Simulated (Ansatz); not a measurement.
# Diamond alloy of Si and Sn (1 of 16 Si sites exchanged), 16 atoms with displaced atoms

A calculation with Ansatz 0.2.0 (PAW, plane waves); the settings stand in the input.

Input:

```yaml
crystal:
  lattice:
    - [11.064787, 0.000000, 0.000000]
    - [0.000000, 5.532394, 0.000000]
    - [0.000000, 0.000000, 5.532394]
  atoms:
    - { symbol: Si, position: [0.998629, 0.031471, 0.005129] }
    - { symbol: Si, position: [0.127214, 0.241394, 0.279393] }
    - { symbol: Si, position: [0.634731, 0.250875, 0.241157] }
    - { symbol: Si, position: [0.257273, 0.482293, 0.041512] }
    - { symbol: Si, position: [0.739294, 0.479484, 0.010394] }
    - { symbol: Si, position: [0.376501, 0.766153, 0.260430] }
    - { symbol: Si, position: [0.884063, 0.725547, 0.248202] }
    - { symbol: Si, position: [0.229359, 0.026198, 0.531592] }
    - { symbol: Si, position: [0.746241, 0.004746, 0.506288] }
    - { symbol: Si, position: [0.371736, 0.247268, 0.758225] }
    - { symbol: Si, position: [0.892673, 0.230898, 0.737069] }
    - { symbol: Si, position: [0.984933, 0.524052, 0.515819] }
    - { symbol: Si, position: [0.492739, 0.502990, 0.506582] }
    - { symbol: Si, position: [0.132704, 0.719337, 0.764188] }
    - { symbol: Si, position: [0.625916, 0.753380, 0.737257] }
    - { symbol: Sn, position: [0.486123, 0.011499, 0.995766] }
kpoints:
  mp_grid: { grid: [2, 2, 2], shift: [0.5, 0.5, 0.5] }
hamiltonian:
  xc: pbesol
scf:
  occupations: { method: fermi_dirac, width: 0.001 }
  max_iter: 2
output:
  forces: true
  eigenvalues: true
  stress: true
```

Launch command:

```sh
ansatz run in.yaml --threads 7 --pin off --max-ram 13300MiB --runs-dir r --events-out ev --progress --plain
```

The end of the output:

```
Symmetry: 1 space group operations
Space group: P1 (ITA 1), of the structure as read, at distance tolerance 7.0e-5 Å
k-points: 4 of 8 (time reversal used)
Non-local potential: Si, projectors of the file, l = 0: 2, l = 1: 2, l = 2: 2
Non-local potential: Sn, projectors of the file, l = 0: 2, l = 1: 2, l = 2: 2, l = 3: 2
PAW form: soft (Blöchl's): semilocal exchange-correlation on the pseudo side does not see the compensation charge
PAW frozen core: Si, regenerated for the run's functional, and the local potential with it (the file was generated under x = pbe(κ = 0.804, μ = 0.2195149727645171), c = pbe(β = 0.06672455060314922))
PAW frozen core: Sn, regenerated for the run's functional, and the local potential with it (the file was generated under x = pbe(κ = 0.804, μ = 0.2195149727645171), c = pbe(β = 0.06672455060314922))
PAW one-centre angular grid: Si, 110 points (default); XC on 64 Gauss nodes
PAW one-centre angular grid: Sn, 590 points (default); XC on 64 Gauss nodes
Initial density: superposition of atomic densities (neutral atoms: chi_scale 0, normalization atom), corrected by the library's trained network
Initial wavefunctions: pseudopotential atomic-orbital guess
Functional: x = pbesol(κ = 0.804, μ = 0.12345679012345678), c = pbesol(β = 0.046)
SCF iter   1: F=—  HF=-15267.584758 eV  |F-HF|=—  |Δ(HF+E_count)|=         —  Δρ=2.99e-3  dr2=4.91e-2  ethr=1.77e-3  ⟨swp⟩=11.2  Hψ=2733  notcnv=0
preconditioner: auto → Resta (q_TF=auto, 2.117 Å⁻¹)  ε∞=5.6  [insulator: Δε(μ)=0.417 eV  Ē_g=7.556 eV  σ=0.001 eV  W_gap=1.00  n_scr=54 (ndim 8)  ℏωp=16.1 eV  f_vac=0.000  D(μ)=0.00/eV (n_scr^D=0)  ε∞_Penn≈5.6]
SCF iter   2: F=—  HF=-15267.576365 eV  |F-HF|=—  |Δ(HF+E_count)|=   8.39e-3  Δρ=1.60e-3  dr2=1.07e-2  ethr=6.63e-5  ⟨swp⟩=8.2  Hψ=1436  notcnv=0
Error: did not converge after 2 iterations: dr2 = 1.07e-2 (threshold 1.00e-7), under the density mixer `msr1`, which `scf.mixing.algorithm: auto` chose by the deck's other keys (type `scf.mixing.algorithm: msr1` to keep it); raise `scf.max_iter`, which need not help a stalled SCF, or adjust the mixing (`scf.mixing`) or, under a smearing, its width (`scf.occupations.width`, in either direction: ano
```

The calculation stopped without meeting its thresholds.
